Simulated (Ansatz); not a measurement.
C:
```yaml
crystal:
  lattice:
    - [4.58165, 1.25788, 0.00000]
    - [-4.58165, 1.25788, 0.00000]
    - [-0.50534, 0.00000, 4.10283]
  atoms:
    - { symbol: C, position: [0.44271, 0.55729, 0.12031] }
    - { symbol: C, position: [0.22880, 0.77120, 0.58542] }
    - { symbol: C, position: [0.28569, 0.71431, 0.94060] }
    - { symbol: C, position: [0.05814, 0.94186, 0.65370] }
    - { symbol: C, position: [0.55729, 0.44271, 0.87969] }
    - { symbol: C, position: [0.77120, 0.22880, 0.41458] }
    - { symbol: C, position: [0.71431, 0.28569, 0.05940] }
    - { symbol: C, position: [0.94186, 0.05814, 0.34630] }
```

Relaxed with r²SCAN.

Q: Map the electron localisation function on the plane through (0.443, 0.557, 0.120) spanned by u = [0, 0, 1] and v = [1, -1, 0] in lattice vectors, from plane-wave PAW r²SCAN (Ansatz code).

A: x is the fraction of u, y of v (the angle between them is 97°; rows are the nearest grid lines); atoms in the plane: C at (0.00, 0.00), C at (0.47, 0.79), C at (0.82, 0.84), C at (0.53, 0.62), C at (0.76, 0.11), C at (0.29, 0.33), C at (0.94, 0.27), C at (0.23, 0.50).
```
y \ x   0.000  0.0952  0.190  0.286  0.381  0.476  0.524  0.619  0.714  0.810  0.905   1.00
------  -----  ------  -----  -----  -----  -----  -----  -----  -----  -----  -----  -----
1.00    0.006   0.392  0.582  0.167  0.030  0.024  0.041  0.128  0.333  0.665  0.413  0.006
0.925   0.798   0.379  0.106  0.035  0.036  0.056  0.078  0.219  0.530  0.865  0.947  0.798
0.850   0.447   0.063  0.044  0.319  0.558  0.479  0.622  0.914  0.722  0.004  0.245  0.447
0.775   0.315   0.045  0.118  0.550  0.274  0.013  0.180  0.780  0.587  0.487  0.618  0.315
0.700   0.031   0.015  0.048  0.369  0.812  0.940  0.921  0.581  0.106  0.037  0.044  0.031
0.625   0.018   0.042  0.138  0.442  0.673  0.137  0.008  0.302  0.600  0.202  0.034  0.018
0.550   0.239   0.568  0.447  0.758  0.949  0.808  0.614  0.515  0.313  0.057  0.040  0.239
0.450   0.213   0.468  0.568  0.829  0.744  0.272  0.098  0.014  0.011  0.022  0.050  0.213
0.375   0.147   0.316  0.715  0.648  0.559  0.452  0.251  0.031  0.054  0.201  0.258  0.147
0.300   0.312   0.931  0.807  0.103  0.528  0.537  0.281  0.036  0.227  0.611  0.229  0.312
0.225   0.609   0.716  0.530  0.302  0.197  0.065  0.034  0.045  0.374  0.792  0.723  0.609
0.150   0.431   0.081  0.019  0.012  0.023  0.099  0.228  0.529  0.326  0.511  0.758  0.431
0.0750  0.760   0.505  0.334  0.073  0.033  0.155  0.355  0.604  0.317  0.734  0.932  0.760
0.000   0.006   0.392  0.582  0.167  0.030  0.024  0.041  0.128  0.333  0.665  0.413  0.006
```

The density is the valence pseudo-density with augmentation charge, so density and ELF within about 1 Å of a nucleus are not all-electron values.

Space group C2/m. The start of the workflow was typed in or built on a structure type; the Crystallography Open Database copy checked does not list it. It is not the phase usual at ambient conditions (space group No. 194, 227). The r²SCAN relaxation kept the symmetry of its start; whether a distortion lowers the energy is not shown.

Potentials: the earlier of the program's two PAW sets.
